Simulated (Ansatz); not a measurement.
In the program Ansatz at the r²SCAN level (PAW), AgW in the CsCl type structure (Pm-3m) relaxes to a = 3.194 Å. Its formation energy from the elements is 1.29 eV/atom, with no fitted shifts.

Electronic character: metallic (no gap). Gap from r²SCAN with spin–orbit coupling: none (metallic).

The bulk modulus is 218 GPa. The relaxed-ion elastic constants in GPa are C11 = 61.6, C12 = 296, C44 = 139. Bader charges are Ag -0.57, W +0.57 e.

The start of the workflow was typed in or built on a structure type; neither database checked (COD, Materials Project) lists it. Whether it is the stable phase at ambient conditions was not checked. Symmetry was held in the r²SCAN relaxation. At this level the phase is mechanically unstable. No spin polarisation was allowed. Its formation energy is positive at this level, so the cell may be metastable or incomplete. As this level gives no gap, shear constants depend on the k-mesh and smearing (Fermi–Dirac, 0.1 eV here). The references are the lowest solids computed at this level, not always the standard phases. Scalar-relativistic: spin–orbit coupling is off unless named, which matters more the heavier the elements.

Potentials: the earlier of the program's two PAW sets.
